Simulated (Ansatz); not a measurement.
Total density of states per atom from r²SCAN+D4 in the plane-wave PAW code Ansatz, in 0.25 eV bins, energy from the Fermi level:

```json
[
 {"E (eV)": "-7.85", "states/eV/atom": "0.23"},
 {"E (eV)": "-7.60", "states/eV/atom": "0.27"},
 {"E (eV)": "-7.35", "states/eV/atom": "0.27"},
 {"E (eV)": "-7.10", "states/eV/atom": "0.21"},
 {"E (eV)": "-6.85", "states/eV/atom": "0.17"},
 {"E (eV)": "-6.60", "states/eV/atom": "0.20"},
 {"E (eV)": "-6.35", "states/eV/atom": "0.24"},
 {"E (eV)": "-6.10", "states/eV/atom": "0.24"},
 {"E (eV)": "-5.85", "states/eV/atom": "0.28"},
 {"E (eV)": "-5.60", "states/eV/atom": "0.32"},
 {"E (eV)": "-5.35", "states/eV/atom": "0.30"},
 {"E (eV)": "-5.10", "states/eV/atom": "0.29"},
 {"E (eV)": "-4.85", "states/eV/atom": "0.28"},
 {"E (eV)": "-4.60", "states/eV/atom": "0.27"},
 {"E (eV)": "-4.35", "states/eV/atom": "0.23"},
 {"E (eV)": "-4.10", "states/eV/atom": "0.22"},
 {"E (eV)": "-3.85", "states/eV/atom": "0.23"},
 {"E (eV)": "-3.60", "states/eV/atom": "0.26"},
 {"E (eV)": "-3.35", "states/eV/atom": "0.30"},
 {"E (eV)": "-3.10", "states/eV/atom": "0.35"},
 {"E (eV)": "-2.85", "states/eV/atom": "0.37"},
 {"E (eV)": "-2.60", "states/eV/atom": "0.38"},
 {"E (eV)": "-2.35", "states/eV/atom": "0.40"},
 {"E (eV)": "-2.10", "states/eV/atom": "0.41"},
 {"E (eV)": "-1.85", "states/eV/atom": "0.42"},
 {"E (eV)": "-1.60", "states/eV/atom": "0.44"},
 {"E (eV)": "-1.35", "states/eV/atom": "0.47"},
 {"E (eV)": "-1.10", "states/eV/atom": "0.41"},
 {"E (eV)": "-0.85", "states/eV/atom": "0.37"},
 {"E (eV)": "-0.60", "states/eV/atom": "0.32"},
 {"E (eV)": "-0.35", "states/eV/atom": "0.27"},
 {"E (eV)": "-0.10", "states/eV/atom": "0.14"},
 {"E (eV)": "0.15", "states/eV/atom": "0.13"},
 {"E (eV)": "0.40", "states/eV/atom": "0.18"},
 {"E (eV)": "0.65", "states/eV/atom": "0.30"},
 {"E (eV)": "0.90", "states/eV/atom": "0.29"},
 {"E (eV)": "1.15", "states/eV/atom": "0.37"},
 {"E (eV)": "1.40", "states/eV/atom": "0.43"},
 {"E (eV)": "1.65", "states/eV/atom": "0.51"},
 {"E (eV)": "1.90", "states/eV/atom": "0.48"},
 {"E (eV)": "2.15", "states/eV/atom": "0.38"},
 {"E (eV)": "2.40", "states/eV/atom": "0.37"},
 {"E (eV)": "2.65", "states/eV/atom": "0.42"},
 {"E (eV)": "2.90", "states/eV/atom": "0.46"},
 {"E (eV)": "3.15", "states/eV/atom": "0.51"},
 {"E (eV)": "3.40", "states/eV/atom": "0.43"},
 {"E (eV)": "3.65", "states/eV/atom": "0.42"},
 {"E (eV)": "3.90", "states/eV/atom": "0.49"},
 {"E (eV)": "4.15", "states/eV/atom": "0.50"},
 {"E (eV)": "4.40", "states/eV/atom": "0.48"},
 {"E (eV)": "4.65", "states/eV/atom": "0.48"}
]
```

Q: Which of these materials gives this?
A. Hg, hcp (Mg type)
B. N, P6_3/mmc (N on 4f)
C. W, bcc (W type)
D. Ga, Cmcm (Ga on 8g)

A: D, Ga, Cmcm (Ga on 8g). Within 0.5 eV of the Fermi level: Ga 4p 81 %, Ga 4s 17 %. Projections are on Löwdin-orthogonalised atomic valence shells; empty p or d shells of many metals are not among them.

The workflow started from a Materials Project entry (that database holds measured and hypothetical structures alike); the Crystallography Open Database files this formula in space group No. 63, but the cells were not matched. It is not the phase usual at ambient conditions (space group No. 64). The cell keeps a stress of up to 0.2 GPa. The r²SCAN+D4 relaxation kept the symmetry of its start; its stability against distortions is not shown here. The pairwise dispersion correction was not fitted to metals. Scalar-relativistic: spin–orbit coupling is off unless named, which matters more the heavier the elements.

Potentials: the later of the program's two PAW sets.
